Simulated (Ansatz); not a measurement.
## Trial structures of Ba3SbS2: starts and ends

Level of theory: Ansatz 0.2.0, DFT PBE, scalar-relativistic, plane waves, PAW. All cells share a 420 eV cutoff and Γ-centred k meshes spaced at most about 0.3 Å⁻¹ (about 0.25 or finer for metals, 2π included). No spin polarisation in the final relaxations.

Each guess was relaxed in cell and atoms at zero pressure, within the symmetry of its start. Temperature and zero-point effects are left out. Coordination counts S or Sb atoms around Ba (for each partner element, those within 1.25 times its shortest distance or 1.15 times the sum of covalent radii, where it is the nearest in units of that sum or under 1.3; a plus sign parts groups by distance over the sum of covalent radii; a slash parts the counts of unlike sites).

```
guess      made from  start group  V start (Å³/atom)  end group  V end (Å³/atom)  coordination at the end  gap on mesh (eV)  E over the lowest end (meV/atom)
    1    random cell         R-3m               38.7          ?                ?                        ?                 ?                                 ?
    2  Er2Mg3Ru type       P4/mmm               39.0     P4/mmm             43.6                   Ba 2/5                 0                               468
    3  EuCu3Pd2 type       P6/mmm               32.2     P6/mmm             38.8                   Ba 4+4                 0                               275
    4  Li3LaBi2 type        P-3m1               35.7      P-3m1             36.6                     Ba 6                 0                                 0
```

Guess 1 as it starts:

```cif
data_structure
_symmetry_space_group_name_H-M 'P 1'
_symmetry_Int_Tables_number 1
_cell_length_a 8.0026
_cell_length_b 8.0026
_cell_length_c 8.0026
_cell_angle_alpha 44.860
_cell_angle_beta 44.860
_cell_angle_gamma 44.860
_cell_volume 232.02
loop_
_atom_site_label
_atom_site_type_symbol
_atom_site_fract_x
_atom_site_fract_y
_atom_site_fract_z
_atom_site_occupancy
Ba1 Ba 0.68604 0.68604 0.68604 1
Ba2 Ba 0.31396 0.31396 0.31396 1
Ba3 Ba 0.50000 0.50000 0.50000 1
Sb1 Sb 0.00000 0.00000 0.00000 1
S1 S 0.19666 0.19666 0.19666 1
S2 S 0.80334 0.80334 0.80334 1
```

Q: Fill in the missing row: what does this guess relax into, and where does it rank?

A: It ends in space group R-3m (No. 166), with a = 4.486 Å, c = 37.352 Å, 36.2 Å³/atom and no gap; its coordination is Ba 6. It lies 26 meV/atom over the lowest end, above guess 4 and below guess 3. Counting S or Sb atoms around Ba, this end and the lowest (guess 4) both have Ba 6.

```yaml
crystal:
  lattice:
    - [2.24278, 1.29487, 12.45058]
    - [-2.24278, 1.29487, 12.45058]
    - [0.00000, -2.58974, 12.45058]
  atoms:
    - { symbol: Ba, position: [0.73230, 0.73230, 0.73230] }
    - { symbol: Ba, position: [0.26770, 0.26770, 0.26770] }
    - { symbol: Ba, position: [0.50000, 0.50000, 0.50000] }
    - { symbol: Sb, position: [0.00000, 0.00000, 0.00000] }
    - { symbol: S, position: [0.11639, 0.11639, 0.11639] }
    - { symbol: S, position: [0.88361, 0.88361, 0.88361] }
```

Energies over the elements count from the elements' standard structures at the same level, with no fitted energy shifts.

Q: Is the lowest end bound against the elements?

A: Yes: its formation energy is −1.66 eV/atom. It lies below the elements, which doesn't yet make it stable against other compounds or structures.

These runs have no spin–orbit coupling, which can matter for Sb. In P-3m1, R-3m, P6/mmm, P4/mmm an odd number of electrons in the primitive cell allows no gap without spin; a larger cell or a magnetic state could open one. The reference form of S is held partly by dispersion forces, which this level lacks. Cells relaxed within their symmetry can be saddle points. A lower structure may well exist outside this small set. Some types were kept out of the candidates beforehand, so the set may lack a known form.
